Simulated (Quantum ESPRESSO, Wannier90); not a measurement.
## Ru (hcp (Mg type)), plane waves to Wannier functions

Structure: Materials Project mp-33, symmetrised, not relaxed again. This is the element's usual structure. Method: PBEsol plane waves in Quantum ESPRESSO 7.5 (PseudoDojo norm-conserving files, 68 Ry, no spin polarisation, no spin-orbit coupling), Bloch states on a 12×12×6 mesh through Γ, Wannier90 4.0.1. Density: 18×18×10 mesh, cold smearing 0.01 Ry.

On the energy scale of pw.x, whose zero is arbitrary, the Fermi level lies at 23.61 eV.

Input w.win:

```
num_bands = 6
num_wann = 6
exclude_bands = 1-2,9-37
num_iter = 800
conv_tol = 1.0e-6
conv_window = 4
write_hr = true
write_u_matrices = true
auto_projections = true
begin unit_cell_cart
ang
    2.7078301866    0.0000000000    0.0000000000
   -1.3539150933    2.3450497307    0.0000000000
    0.0000000000    0.0000000000    4.2681000000
end unit_cell_cart
begin atoms_frac
Ru   0.3333333333 -0.3333333333  0.2500000000
Ru  -0.3333333333  0.3333333333 -0.2500000000
end atoms_frac
mp_grid = 12 12 6
begin kpoints
0.0000000000 0.0000000000 0.0000000000
0.0000000000 0.0000000000 0.1666666667
0.0000000000 0.0000000000 0.3333333333
... (861 more lines: the 12x12x6 mesh through Gamma)
end kpoints
```

Input of pw2wannier90.x that gives the overlap and projection files (equivalent; here they were cut from one run over all bands):

```
&inputpp
  outdir = './out'
  prefix = 'pwscf'
  seedname = 'w'
  write_amn = .true.
  write_mmn = .true.
  atom_proj = .true.
  atom_proj_exclude = 1 5 6 7 8 9 10 11 15 16 17 18 19 20
/
```

Output w.wout (banner and timings cut):

```
                                    ------
                                    SYSTEM
                                    ------

                              Lattice Vectors (Ang)
                    a_1     2.707830   0.000000   0.000000
                    a_2    -1.353915   2.345050   0.000000
                    a_3     0.000000   0.000000   4.268100

                   Unit Cell Volume:      27.10242  (Ang^3)

                        Reciprocal-Space Vectors (Ang^-1)
                    b_1     2.320376   1.339670  -0.000000
                    b_2     0.000000   2.679340   0.000000
                    b_3     0.000000  -0.000000   1.472127

 *----------------------------------------------------------------------------*
 |   Site       Fractional Coordinate          Cartesian Coordinate (Ang)     |
 +----------------------------------------------------------------------------+
 | ru   1   0.33333  -0.33333   0.25000   |    1.35392  -0.78168   1.06702    |
 | ru   2  -0.33333   0.33333  -0.25000   |   -1.35392   0.78168  -1.06702    |
 *----------------------------------------------------------------------------*
                                ------------
                                K-POINT GRID
                                ------------

             Grid size = 12 x 12 x  6      Total points =  864

 *---------------------------------- MAIN ------------------------------------*
 |  Number of Wannier Functions               :                 6             |
 |  Number of Objective Wannier Functions     :                 6             |
 |  Number of input Bloch states              :                 6             |
 |  Output verbosity (1=low, 5=high)          :                 1             |
 |  Timing Level (1=low, 5=high)              :                 1             |
 |  Optimisation (0=memory, 3=speed)          :                 3             |
 |  Length Unit                               :               Ang             |
 |  Post-processing setup (write *.nnkp)      :                 F             |
 |  Using Gamma-only branch of algorithms     :                 F             |
 *----------------------------------------------------------------------------*
 *------------------------------- WANNIERISE ---------------------------------*
 |  Total number of iterations                :               800             |
 |  Number of CG steps before reset           :                 5             |
 |  Trial step length for line search         :             2.000             |
 |  Convergence tolerence                     :         0.100E-05             |
 |  Convergence window                        :                 4             |
 |  Iterations between writing output         :                 1             |
 |  Iterations between backing up to disk     :               100             |
 |  Write r^2_nm to file                      :                 F             |
 |  Write xyz WF centres to file              :                 F             |
 |  Write on-site energies <0n|H|0n> to file  :                 F             |
 |  Use guiding centre to control phases      :                 F             |
 |  Use phases for initial projections        :                 F             |
 *----------------------------------------------------------------------------*
 *-------------------------------- PLOTTING ----------------------------------*
 |  Plotting Hamiltonian in WF basis          :                 T             |
 *----------------------------------------------------------------------------*

       ... (k-mesh section left out)

 Starting a new Wannier90 calculation ...

 Reading overlaps from w.mmn

 Reading projections from w.amn

 *------------------------------- WANNIERISE ---------------------------------*
 +--------------------------------------------------------------------+<-- CONV
 | Iter  Delta Spread     RMS Gradient      Spread (Ang^2)            |<-- CONV
 +--------------------------------------------------------------------+<-- CONV

 ------------------------------------------------------------------------------
 Initial State
  WF centre and spread    1  (  1.353915, -0.781683,  1.067025 )     0.41212662
  WF centre and spread    2  (  1.353915, -0.782150,  1.067025 )     0.41193587
  WF centre and spread    3  (  1.353915, -0.781216,  1.067025 )     0.41193587
  WF centre and spread    4  ( -1.353915,  0.781683, -1.067025 )     0.41212662
  WF centre and spread    5  ( -1.353915,  0.782150, -1.067025 )     0.41193587
  WF centre and spread    6  ( -1.353915,  0.781216, -1.067025 )     0.41193587
  Sum of centres and spreads (  0.000000, -0.000000,  0.000000 )     2.47199671

      0     0.247E+01     0.0000000000        2.4719967186  <-- CONV
        O_D=      0.0000001 O_OD=      0.0003671 O_TOT=      2.4719967 <-- SPRD
 ------------------------------------------------------------------------------
      1    -0.232E-11     0.0000162102        2.4719967186  <-- CONV
        O_D=      0.0000001 O_OD=      0.0003671 O_TOT=      2.4719967 <-- SPRD
      2    -0.459E-08     0.0000162065        2.4719967140  <-- CONV
        O_D=      0.0000001 O_OD=      0.0003671 O_TOT=      2.4719967 <-- SPRD
      3    -0.163E-08     0.0000141854        2.4719967124  <-- CONV
        O_D=      0.0000001 O_OD=      0.0003671 O_TOT=      2.4719967 <-- SPRD
      4    -0.653E-09     0.0000174578        2.4719967117  <-- CONV
        O_D=      0.0000001 O_OD=      0.0003671 O_TOT=      2.4719967 <-- SPRD
             <<<     Delta < 1.000E-06  over  4 iterations     >>>
             <<< Wannierisation convergence criteria satisfied >>>
 Final State
  WF centre and spread    1  (  1.353915, -0.781683,  1.067025 )     0.41212715
  WF centre and spread    2  (  1.353915, -0.782150,  1.067025 )     0.41193554
  WF centre and spread    3  (  1.353915, -0.781216,  1.067025 )     0.41193566
  WF centre and spread    4  ( -1.353915,  0.781683, -1.067025 )     0.41212715
  WF centre and spread    5  ( -1.353915,  0.782150, -1.067025 )     0.41193554
  WF centre and spread    6  ( -1.353915,  0.781216, -1.067025 )     0.41193566
  Sum of centres and spreads (  0.000000, -0.000000,  0.000000 )     2.47199670

         Spreads (Ang^2)       Omega I      =     2.471629520
        ================       Omega D      =     0.000000056
                               Omega OD     =     0.000367136
    Final Spread (Ang^2)       Omega Total  =     2.471996712
```
